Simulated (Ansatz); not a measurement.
AlCo (CsCl type, Pm-3m) under volume change, PBEsol (plane waves, PAW; program Ansatz), scaled uniformly.

```csv
V (Å³/atom),E − E(relaxed) (meV/atom),P (GPa)
10.233,64.8,22.30
10.570,[?],[?]
10.908,[?],[?]
11.245,0.0,-0.02
11.583,5.8,-5.39
11.920,22.2,-9.99
12.257,47.4,-13.91
```

Question: Complete the blanks.

Answer: 
- 10.570, E − E(relaxed) (meV/atom): 27.2
- 10.570, P (GPa): 13.65
- 10.908, E − E(relaxed) (meV/atom): 6.4
- 10.908, P (GPa): 6.28

Question: What does a third-order Birch–Murnaghan fit give for V₀, B₀ and B′?

Answer: V₀ = 11.24 Å³/atom, B₀ = 194 GPa, B′ = 4.3.

The cell was relaxed with PBEsol under the symmetry of its start. The workflow began spin-polarised and lost its moments.

Potentials: the later of the program's two PAW sets.
